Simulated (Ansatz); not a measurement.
KMgF$_{3}$:
```xyz
5
Lattice="3.9807 0.0000 0.0000 0.0000 3.9807 0.0000 0.0000 0.0000 3.9807" Properties=species:S:1:pos:R:3 pbc="T T T"
K      1.9904     1.9904     1.9904
Mg     0.0000     0.0000     0.0000
F      1.9904     0.0000     0.0000
F      0.0000     1.9904     0.0000
F      0.0000     0.0000     1.9904
```

Relaxed with r²SCAN.

**Question.** Give the Bader charges and basin volumes of the independent atoms, r²SCAN (plane waves, PAW; program Ansatz).

**Answer.** 

```json
[
 {"atom": "K1", "Bader charge (e)": "+0.89", "Bader volume (Å³)": "16.9"},
 {"atom": "Mg2", "Bader charge (e)": "+1.79", "Bader volume (Å³)": "4.4"},
 {"atom": "F3", "Bader charge (e)": "-0.89", "Bader volume (Å³)": "13.9"}
]
```

Space group Pm-3m (cubic perovskite). Symmetry was held in the r²SCAN relaxation.

Potentials: the later of the program's two PAW sets.
